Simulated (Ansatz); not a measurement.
Given:

Zr3Si2:
```xyz
10
Lattice="7.1057 0.0000 0.0000 0.0000 7.1057 0.0000 0.0000 0.0000 3.7083" Properties=species:S:1:pos:R:3 pbc="T T T"
Zr     1.2355     4.7883     1.8542
Zr     5.8702     2.3174     1.8542
Zr     2.3174     1.2355     1.8542
Zr     4.7883     5.8702     1.8542
Zr     0.0000     0.0000     0.0000
Zr     3.5528     3.5528     0.0000
Si     4.4190     0.8661     0.0000
Si     2.6867     6.2396     0.0000
Si     6.2396     4.4190     0.0000
Si     0.8661     2.6867     0.0000
```

This is the r²SCAN-relaxed structure.

Q: All from DFT-r²SCAN in the program Ansatz with PAW potentials, unless another level is named. Predict the electronic character.

A: metallic (no gap).

Q: And the density of states at the Fermi level?

A: 0.76 states/eV per atom (mean over ±0.08 eV).

Q: Predict the formation energy from the elements (no fitted shifts).

A: -0.94 eV/atom.

Q: Give the gap with spin–orbit coupling.

A: none (metallic).

Space group P4/mbm. The first step of the workflow began from a Materials Project structure, measured or hypothetical; the Crystallography Open Database copy checked does not list it. Whether it is the stable phase at ambient conditions was not checked. The cell was relaxed with r²SCAN under the symmetry of its start; its stability against distortions is not shown here. The run is not spin-polarised. The references are the lowest solids computed at this level, not always the standard phases. Scalar-relativistic: spin–orbit coupling is off unless named, which matters more the heavier the elements.

Potentials: the later of the program's two PAW sets.
